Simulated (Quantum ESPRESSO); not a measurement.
## Mg7ZnO8 (one run as intended and one with a planted mistake)

Simulated, not a measurement. The program is pw.x of Quantum ESPRESSO 7.5 (plane-wave density functional theory). The cell is made up: 16 atoms on a doubled zincblende/diamond lattice, with randomly drawn elements, strain and displacements, not relaxed. PseudoDojo standard norm-conserving files (v0.5 for PBE, v0.4.1 for LDA and PBEsol) set the functional; there is no spin polarisation, spin-orbit coupling or dispersion term, and the masses in the input are unused placeholders.

Intended input:

```
&control calculation='scf', pseudo_dir='./dojo.nc.sr.pbe.v0_5.standard.upf', outdir='./o', disk_io='low', tprnfor=.true., tstress=.true. /
&system ibrav=0, nat=16, ntyp=3, nbnd=75, ecutwfc=84.00895049, nosym=.true., tot_charge=0,
 occupations='smearing', smearing='fd', degauss=0.0018374661
/
&electrons conv_thr=7.350e-09, electron_maxstep=60, /
ATOMIC_SPECIES
Mg 1.0 Mg.upf
O 1.0 O.upf
Zn 1.0 Zn.upf
CELL_PARAMETERS angstrom
4.6097 0.0 0.0
0.0 4.6097 0.0
0.0 0.0 9.2194
ATOMIC_POSITIONS angstrom
Mg -0.0186 -0.1314 0.0524
Mg 0.0404 2.32 2.2695
Mg 2.16 -0.0691 2.1243
Zn 2.3492 2.354 -0.0169
Mg 0.0747 0.0067 4.5507
Mg 0.0348 2.3026 6.9649
Mg 2.3547 -0.0465 6.7637
Mg 2.3508 2.3085 4.623
O 1.1063 1.2638 1.1
O 1.2323 3.4754 3.4206
O 3.5253 0.9953 3.4158
O 3.5322 3.4489 1.3199
O 1.1544 1.0351 5.5635
O 1.3433 3.1168 7.9414
O 3.5306 1.3705 8.1497
O 3.5988 3.4633 5.8702
K_POINTS automatic
5 5 3 1 1 1
```

The log is shortened where brackets say so; the opening notice, blank lines, dates and the lines on written files are dropped, and the path of the files is cut. It prints rydbergs, bohrs and kilobars, and counts compression as positive stress. Where no state is partly filled, the Fermi energy that it prints is only some level between the filled and the empty states on the mesh, and need not lie in the true gap.

Log of the intended run:

```
     Program PWSCF v.7.5
     Parallel version (MPI & OpenMP), running on       4 processor cores
     Number of MPI processes:                 4
     Threads/MPI process:                     1
     [start-up lines left out]
     bravais-lattice index     =            0
     lattice parameter (alat)  =       8.7111  a.u.
     unit-cell volume          =    1322.0400 (a.u.)^3
     number of atoms/cell      =           16
     number of atomic types    =            3
     number of electrons       =       138.00
     number of Kohn-Sham states=           75
     kinetic-energy cutoff     =      84.0090  Ry
     charge density cutoff     =     336.0358  Ry
     scf convergence threshold =      7.3E-09
     mixing beta               =       0.7000
     number of iterations used =            8  plain     mixing
     Exchange-correlation= PBE
                           (   1   4   3   4   0   0   0)
     [axes and pseudopotential details left out]
   Cartesian axes
     site n.     atom                  positions (alat units)
         1        Mg     tau(   1) = (  -0.0040350  -0.0285051   0.0113673  )
         2        Mg     tau(   2) = (   0.0087641   0.5032865   0.4923314  )
         3        Mg     tau(   3) = (   0.4685771  -0.0149901   0.4608326  )
         4        Zn     tau(   4) = (   0.5096210   0.5106623  -0.0036662  )
         5        Mg     tau(   5) = (   0.0162050   0.0014535   0.9872009  )
         6        Mg     tau(   6) = (   0.0075493   0.4995119   1.5109226  )
         7        Mg     tau(   7) = (   0.5108142  -0.0100874   1.4672755  )
         8        Mg     tau(   8) = (   0.5099681   0.5007918   1.0028852  )
         9        O      tau(   9) = (   0.2399939   0.2741610   0.2386272  )
        10        O      tau(  10) = (   0.2673276   0.7539319   0.7420440  )
        11        O      tau(  11) = (   0.7647569   0.2159143   0.7410027  )
        12        O      tau(  12) = (   0.7662538   0.7481832   0.2863310  )
        13        O      tau(  13) = (   0.2504284   0.2245482   1.2069115  )
        14        O      tau(  14) = (   0.2914072   0.6761394   1.7227585  )
        15        O      tau(  15) = (   0.7659067   0.2973079   1.7679459  )
        16        O      tau(  16) = (   0.7807016   0.7513070   1.2734451  )
     number of k points=    38  Fermi-Dirac smearing, width (Ry)=  0.0018
                       cart. coord. in units 2pi/alat
        k(    1) = (   0.1000000   0.1000000   0.0833333), wk =   0.0533333
        k(    2) = (   0.1000000   0.1000000  -0.2500000), wk =   0.0533333
     [further k points left out]
     Dense  grid:   137461 G-vectors     FFT dimensions: (  54,  54, 108)
     Estimated max dynamical RAM per process >     434.59 MB
     Estimated total dynamical RAM >       1.60 GB
     Initial potential from superposition of free atoms
     starting charge     137.9942, renormalised to     138.0000
     Starting wfcs are   77 randomized atomic wfcs
     total cpu time spent up to now is        5.8 secs
     per-process dynamical memory:   332.1 Mb
     Self-consistent Calculation
     iteration #  1     ecut=    84.01 Ry     beta= 0.70
     Davidson diagonalization with overlap
     ethr =  1.00E-02,  avg # of iterations =  4.9
     total cpu time spent up to now is       21.4 secs
     total energy              =   -1513.41391136 Ry
     estimated scf accuracy    <       4.76480398 Ry
     iteration #  2     ecut=    84.01 Ry     beta= 0.70
     Davidson diagonalization with overlap
     ethr =  3.45E-03,  avg # of iterations =  3.0
     total cpu time spent up to now is       37.3 secs
     total energy              =   -1514.47060277 Ry
     estimated scf accuracy    <       6.21481150 Ry
     [iterations 3 to 11 left out]
     iteration # 12     ecut=    84.01 Ry     beta= 0.70
     Davidson diagonalization with overlap
     ethr =  5.66E-11,  avg # of iterations =  2.4
     total cpu time spent up to now is      177.2 secs
     total energy              =   -1515.62790650 Ry
     estimated scf accuracy    <       0.00000002 Ry
     iteration # 13     ecut=    84.01 Ry     beta= 0.70
     Davidson diagonalization with overlap
     ethr =  1.78E-11,  avg # of iterations =  2.0
     total cpu time spent up to now is      189.9 secs
     End of self-consistent calculation
     [lines on levels left out]
     the Fermi energy is     7.1219 ev
!    total energy              =   -1515.62790650 Ry
     estimated scf accuracy    <          3.4E-09 Ry
     smearing contrib. (-TS)   =       0.00000000 Ry
     internal energy E=F+TS    =   -1515.62790650 Ry
     The total energy is F=E-TS. E is the sum of the following terms:
     one-electron contribution =   -1055.07133828 Ry
     hartree contribution      =     553.27520543 Ry
     xc contribution           =    -224.35944549 Ry
     ewald contribution        =    -789.47232816 Ry
     convergence has been achieved in  13 iterations
     Forces acting on atoms (cartesian axes, Ry/au):
     atom    1 type  1   force =     0.00867191    0.04782360   -0.02989997
     atom    2 type  1   force =    -0.00569906   -0.03998000    0.06845953
     atom    3 type  1   force =     0.04927509    0.04472812    0.05591820
     atom    4 type  3   force =     0.03046950   -0.02820591    0.08553357
     atom    5 type  1   force =    -0.04276100   -0.05786923   -0.03345892
     atom    6 type  1   force =     0.00169659   -0.04414818   -0.06039163
     atom    7 type  1   force =    -0.01875651    0.02533905    0.04248939
     atom    8 type  1   force =     0.02013987   -0.01192901   -0.03098513
     atom    9 type  2   force =     0.01526326   -0.06288592   -0.01752056
     atom   10 type  2   force =    -0.01423879   -0.03274852    0.00678906
     atom   11 type  2   force =    -0.03481449    0.05448202   -0.01761559
     atom   12 type  2   force =    -0.03060945    0.02337359   -0.07103778
     atom   13 type  2   force =     0.05324474    0.06067085    0.09330553
     atom   14 type  2   force =    -0.03715184    0.15934954   -0.02036367
     atom   15 type  2   force =     0.01493210   -0.13091480   -0.01838882
     atom   16 type  2   force =    -0.00966190   -0.00708519   -0.05283319
     Total force =     0.349646     Total SCF correction =     0.000088
     Computing stress (Cartesian axis) and pressure
          total   stress  (Ry/bohr**3)                   (kbar)     P=       42.61
   0.00043093  -0.00011171   0.00010613           63.39      -16.43       15.61
  -0.00011171   0.00012964  -0.00009111          -16.43       19.07      -13.40
   0.00010613  -0.00009111   0.00030849           15.61      -13.40       45.38
     init_run     :      5.31s CPU      5.59s WALL (       1 calls)
     electrons    :    179.75s CPU    184.18s WALL (       1 calls)
     forces       :      2.27s CPU      2.30s WALL (       1 calls)
     stress       :      7.80s CPU      8.02s WALL (       1 calls)
     [timing details left out]
     PWSCF        :   3m15.37s CPU   3m20.47s WALL
     JOB DONE.
```

A second run has one planted mistake: the files are those of another functional. The input lines that differ, file-writing options aside:

```
- &control calculation='scf', pseudo_dir='./dojo.nc.sr.pbe.v0_5.standard.upf', outdir='./o', disk_io='low', tprnfor=.true., tstress=.true. /
+ &control calculation='scf', pseudo_dir='./dojo.nc.sr.pbesol.v0_4_1.standard.upf', outdir='./o', disk_io='low', tprnfor=.true., tstress=.true. /
```

Its log:

```
     Program PWSCF v.7.5
     Parallel version (MPI & OpenMP), running on       4 processor cores
     Number of MPI processes:                 4
     Threads/MPI process:                     1
     [start-up lines left out]
     bravais-lattice index     =            0
     lattice parameter (alat)  =       8.7111  a.u.
     unit-cell volume          =    1322.0400 (a.u.)^3
     number of atoms/cell      =           16
     number of atomic types    =            3
     number of electrons       =       138.00
     number of Kohn-Sham states=           75
     kinetic-energy cutoff     =      84.0090  Ry
     charge density cutoff     =     336.0358  Ry
     scf convergence threshold =      7.3E-09
     mixing beta               =       0.7000
     number of iterations used =            8  plain     mixing
     Exchange-correlation= PBESOL
                           (   1   4  10   8   0   0   0)
     [axes and pseudopotential details left out]
   Cartesian axes
     site n.     atom                  positions (alat units)
         1        Mg     tau(   1) = (  -0.0040350  -0.0285051   0.0113673  )
         2        Mg     tau(   2) = (   0.0087641   0.5032865   0.4923314  )
         3        Mg     tau(   3) = (   0.4685771  -0.0149901   0.4608326  )
         4        Zn     tau(   4) = (   0.5096210   0.5106623  -0.0036662  )
         5        Mg     tau(   5) = (   0.0162050   0.0014535   0.9872009  )
         6        Mg     tau(   6) = (   0.0075493   0.4995119   1.5109226  )
         7        Mg     tau(   7) = (   0.5108142  -0.0100874   1.4672755  )
         8        Mg     tau(   8) = (   0.5099681   0.5007918   1.0028852  )
         9        O      tau(   9) = (   0.2399939   0.2741610   0.2386272  )
        10        O      tau(  10) = (   0.2673276   0.7539319   0.7420440  )
        11        O      tau(  11) = (   0.7647569   0.2159143   0.7410027  )
        12        O      tau(  12) = (   0.7662538   0.7481832   0.2863310  )
        13        O      tau(  13) = (   0.2504284   0.2245482   1.2069115  )
        14        O      tau(  14) = (   0.2914072   0.6761394   1.7227585  )
        15        O      tau(  15) = (   0.7659067   0.2973079   1.7679459  )
        16        O      tau(  16) = (   0.7807016   0.7513070   1.2734451  )
     number of k points=    38  Fermi-Dirac smearing, width (Ry)=  0.0018
                       cart. coord. in units 2pi/alat
        k(    1) = (   0.1000000   0.1000000   0.0833333), wk =   0.0533333
        k(    2) = (   0.1000000   0.1000000  -0.2500000), wk =   0.0533333
     [further k points left out]
     Dense  grid:   137461 G-vectors     FFT dimensions: (  54,  54, 108)
     Estimated max dynamical RAM per process >     434.59 MB
     Estimated total dynamical RAM >       1.60 GB
     Initial potential from superposition of free atoms
     starting charge     137.9943, renormalised to     138.0000
     Starting wfcs are   77 randomized atomic wfcs
     total cpu time spent up to now is        5.6 secs
     per-process dynamical memory:   332.1 Mb
     Self-consistent Calculation
     iteration #  1     ecut=    84.01 Ry     beta= 0.70
     Davidson diagonalization with overlap
     ethr =  1.00E-02,  avg # of iterations =  4.9
     total cpu time spent up to now is       20.1 secs
     total energy              =   -1511.19757345 Ry
     estimated scf accuracy    <       4.45525900 Ry
     iteration #  2     ecut=    84.01 Ry     beta= 0.70
     Davidson diagonalization with overlap
     ethr =  3.23E-03,  avg # of iterations =  3.1
     total cpu time spent up to now is       38.7 secs
     total energy              =   -1512.16828685 Ry
     estimated scf accuracy    <       5.99221000 Ry
     [iterations 3 to 11 left out]
     iteration # 12     ecut=    84.01 Ry     beta= 0.70
     Davidson diagonalization with overlap
     ethr =  5.37E-11,  avg # of iterations =  2.0
     total cpu time spent up to now is      227.5 secs
     total energy              =   -1513.28203205 Ry
     estimated scf accuracy    <       0.00000002 Ry
     iteration # 13     ecut=    84.01 Ry     beta= 0.70
     Davidson diagonalization with overlap
     ethr =  1.34E-11,  avg # of iterations =  2.0
     total cpu time spent up to now is      244.7 secs
     End of self-consistent calculation
     [lines on levels left out]
     the Fermi energy is     6.8985 ev
!    total energy              =   -1513.28203205 Ry
     estimated scf accuracy    <          3.3E-09 Ry
     smearing contrib. (-TS)   =       0.00000000 Ry
     internal energy E=F+TS    =   -1513.28203205 Ry
     The total energy is F=E-TS. E is the sum of the following terms:
     one-electron contribution =   -1054.59192373 Ry
     hartree contribution      =     551.65269548 Ry
     xc contribution           =    -220.87047565 Ry
     ewald contribution        =    -789.47232816 Ry
     convergence has been achieved in  13 iterations
     Forces acting on atoms (cartesian axes, Ry/au):
     atom    1 type  1   force =     0.00787764    0.04734124   -0.02854210
     atom    2 type  1   force =    -0.00570184   -0.03928130    0.06645625
     atom    3 type  1   force =     0.04897911    0.04371299    0.05519683
     atom    4 type  3   force =     0.02870905   -0.02893230    0.07902824
     atom    5 type  1   force =    -0.04172584   -0.05643215   -0.03296688
     atom    6 type  1   force =     0.00145140   -0.04291014   -0.05853780
     atom    7 type  1   force =    -0.01834352    0.02427104    0.04122408
     atom    8 type  1   force =     0.01923210   -0.01192763   -0.03064235
     atom    9 type  2   force =     0.01827564   -0.05812625   -0.02014630
     atom   10 type  2   force =    -0.01419527   -0.03156232    0.00615897
     atom   11 type  2   force =    -0.03348521    0.05286693   -0.01706422
     atom   12 type  2   force =    -0.03259003    0.02037934   -0.07247215
     atom   13 type  2   force =     0.05223142    0.05898756    0.09073864
     atom   14 type  2   force =    -0.03130513    0.15104543   -0.01381865
     atom   15 type  2   force =     0.01015619   -0.12265555   -0.01350411
     atom   16 type  2   force =    -0.00956571   -0.00677690   -0.05110843
     Total force =     0.335454     Total SCF correction =     0.000100
     Computing stress (Cartesian axis) and pressure
          total   stress  (Ry/bohr**3)                   (kbar)     P=        9.89
   0.00020222  -0.00010662   0.00010250           29.75      -15.68       15.08
  -0.00010662  -0.00008214  -0.00008517          -15.68      -12.08      -12.53
   0.00010250  -0.00008517   0.00008158           15.08      -12.53       12.00
     init_run     :      5.24s CPU      5.54s WALL (       1 calls)
     electrons    :    233.19s CPU    239.12s WALL (       1 calls)
     forces       :      3.17s CPU      3.21s WALL (       1 calls)
     stress       :      9.60s CPU      9.89s WALL (       1 calls)
     [timing details left out]
     PWSCF        :   4m11.39s CPU   4m18.00s WALL
     JOB DONE.
```

|  | intended run | run with the mistake |
| --- | --- | --- |
| free energy (eV) | -20621.168 | -20589.251 |
| smearing term -TS (eV) | 0.0000 | 0.0000 |
| pressure (GPa) | 4.26 | 0.99 |
| largest force component (eV/Å) | 4.097 | 3.884 |
| largest change of a force component (eV/Å) |  | 0.214 |
| iterations | 13 | 13 |

For scale, a rerun of the intended cell at 1437 eV and a 7 x 7 x 5 mesh moved values by no more than 0.007 eV in energy, 0.05 GPa in stress and 0.005 eV/Å in force. Files of another functional have another zero of energy, so the energy change says nothing on stability.